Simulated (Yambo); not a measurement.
GaN (wurtzite, space group P6_3mc, No. 186): a test of whether the lowest BSE state is resolved, against the k mesh (Yambo, LDA bands; otherwise 6 valence and 3 conduction bands, static screening with 34 bands and a 4 Ry block, scissor 0.72 eV, Tamm-Dancoff).

```tsv
k mesh	direct gap (eV)	lowest state (eV)	difference (eV)	k points taking part	rough cost
3×3×2	2.90	2.52	0.38	1.0	about 1/60
6×6×4	2.90	2.57	0.32	1.0	about 1/8
9×9×4	2.90	2.64	0.26	1.0	about 1/2
9×9×6	2.90	2.67	0.23	1.0	1
```

The last step moves the difference by 0.03 eV. Even the densest mesh doesn't resolve the state: none of these energies is a result, and the difference is no binding energy.

These are vertical excitations (zero momentum). The scissor comes from a G0W0 run whose convergence isn't established; costs are rough.

Spin-orbit splittings are left out.

The standard potential for Ga keeps a d shell in the valence without the s and p states of that shell. In tests on such compounds this moved G0W0 gaps by up to about 0.9 eV, so absolute quasiparticle energies here are unreliable; differences between settings are what counts.

Geometry relaxed with LDA; primitive cell a = b = 3.1503 Å, c = 5.1357 Å, α = β = 90.00°, γ = 120.00°.
